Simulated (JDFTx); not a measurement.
Reference run:

System: Zn(0001) (P6_3/mmc bulk; lattice of mp-79, not re-optimised at this level), 1x1 cell of 4 atoms in 4 planes, area 5.92 Å² a face, 7.3 Å between the outermost planes in a cell 23.3 Å high; k mesh 10×10×1, Fermi width 0.01 Ha, no spin polarisation.

The reference is PBE, GBRV ultrasoft potentials, plane waves to 20/100 Ha; code: a modified build of JDFTx. Unrelaxed; liquid: linear PCM (GLSSA13), water, 1 M NaF. SHE scale: U = −μ/e − 4.44 V, by convention.

```tsv
cell height	work function (eV)	U_pzc (V)	mean C below U_pzc (μF/cm²)	k states × plane waves	cycles, vacuum run	rough core time, vacuum run
15.3 Å	4.09	-0.61	13 over 0.5 V	14 × 2611	13	100 s
17.3 Å	4.07	-0.63	13 over 0.5 V	14 × 2953	14	2 min
19.3 Å	4.06	-0.63	13 over 0.5 V	14 × 3293	16	2 min
23.3 Å	4.06	-0.63	13 over 0.5 V	14 × 3976	19	4 min
31.3 Å	4.06	-0.63	13 over 0.5 V	14 × 5342	25	6 min
```

The work function stays within 0.03 eV over all these settings; capacitances repeat to about ±0.2 μF/cm². Core times come from shared machines and are rough, one run each.
